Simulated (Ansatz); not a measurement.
Task: Ge$_{2}$Sb$_{2}$Te$_{5}$ in space group P-3m1 (No. 164; Pearson symbol hP9) is relaxed with the program Ansatz at the r²SCAN+D4 level (PAW). What lattice parameters of the conventional cell result?

Result: a = 4.247 Å, c = 17.346 Å.

Task: Give the free coordinates with the occupied sites.

Result: In one choice of origin and axes:

| atom | site | symmetry | x | y | z |
|---|---|---|---|---|---|
| Te | 1a | -3m. | 0.0000 | 0.0000 | 0.0000 |
| Ge | 2d | 3m. | 0.6667 | 0.3333 | 0.0987 |
| Te | 2d | 3m. | 0.3333 | 0.6667 | 0.1949 |
| Sb | 2c | 3m. | 0.0000 | 0.0000 | 0.3115 |
| Te | 2d | 3m. | 0.6667 | 0.3333 | 0.4097 |

Task: Is it a metal or does it have a gap at this level?

Result: A gap of 0.38 eV.

Symmetry was held in the r²SCAN+D4 relaxation. Scalar-relativistic: spin–orbit coupling is off unless named, which matters more the heavier the elements.

Potentials: the later of the program's two PAW sets.
